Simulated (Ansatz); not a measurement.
TaC (rock salt)

```
TaC
1.0
    0.00000     2.22002     2.22002
    2.22002     0.00000     2.22002
    2.22002     2.22002     0.00000
C Ta
1 1
Direct
  0.00000   0.00000   0.00000
  0.50000   0.50000   0.50000
```

The slice is a {110} plane (indices of the conventional cell) through the point (0.000, 0.000, 0.000) (fractional), spanned by u = [100] and v = [1 -1 -1] in vectors of this cell: u (3.14 Å) and v (4.44 Å, at 90° to u). It covers one period; positions are fractions (u, v).

The numbers are results of PBEsol (plane waves to 420 eV, PAW, scalar-relativistic; Ansatz, a first-principles code), not measurements. k mesh 18×18×18. Inside the PAW spheres the values are not all-electron values, and peaks at nuclei hang on which shells count as valence. Spin-orbit coupling is left out, though Ta is heavy. TaC is run without spin polarisation. TaC was relaxed with its symmetry unable to fall.

Problem. What is the ELF at the density minimum of the shortest C–Ta line in this plane (2.22 Å)?

Solution. 0.3.

Problem. What is the valence density on the shortest C–Ta line in this plane (2.22 Å), at its minimum between the atoms?

Solution. 0.57 e/Å³.

Problem. Sketch the electron localisation function (ELF) on this plane as a map.

Solution. 
```
|xxxxxx**@@@@@@%%**==--::::--==**%%@@@@@@**xxxx|
|xxxxxx%%@@@@@@%%**==--::::--==**%%@@@@@@%%xxxx|
|**##%%@@@@@@@@##++==::::::::==++##@@@@@@@@%%##|
|@@@@@@@@@@@@%%##++--::....::--++##%%@@@@@@@@@@|
|@@@@@@@@@@%%##**==::........::==**##%%@@@@@@@@|
|%%%%%%%%##**++==--::........::--==++**##%%%%%%|
|++==========----::....    ....::----==========|
|......................    ....................|
|........                                ......|
|++====::..            ....            ..--====|
|%%%%##**==::        ........        ::==**##%%|
|@@@@@@%%##==..      ........      ..==##%%@@@@|
|####%%@@%%##--      ........      --##%%@@%%##|
|xxxxxx%%@@%%++..    ..::::..    ..++%%@@%%xxxx|
|xxxxxx##@@%%**::    ..::::..    ::**%%@@##xxxx|
|xxxxxx##@@%%**::    ..::::..    ::**%%@@##xxxx|
|xxxxxx##@@%%**::    ..::::..    ::**%%@@##xxxx|
|xxxxxx%%@@%%++..    ..::::..    ..++%%@@%%xxxx|
|####%%@@%%##--      ........      --##%%@@%%##|
|@@@@@@%%##==..      ........      ..==##%%@@@@|
|%%%%##**==::        ........        ::==**##%%|
|++====--..            ....            ..::====|
|........                                ......|
|......................    ....................|
|++==========----::....    ....::----==========|
|%%%%%%%%##**++==--::........::--==++**##%%%%%%|
|@@@@@@@@@@%%##**==::........::==**##%%@@@@@@@@|
|@@@@@@@@@@@@%%##++--::....::--++##%%@@@@@@@@@@|
|**##%%@@@@@@@@##++==::::::::==++##@@@@@@@@%%##|
|xxxxxx%%@@@@@@%%**==--::::--==**%%@@@@@@%%xxxx|
|xxxxxx**@@@@@@%%**==--::::--==**%%@@@@@@**xxxx|
|xxxxxx**@@@@@@%%**==--::::--==**%%@@@@@@**xxxx|
```
Scale: ten equal steps from 0.12 (start of ' ') to 0.78 (end of '@'), in the order ' .:-=+*#%@'. Values: electron localisation function (ELF). The map has 23 points along u (two characters each, u = 0 at the left) and 32 along v (v = 0 in the bottom row). Points within 0.4 Å of a nucleus are blanked (x), as the pseudised field means little there.
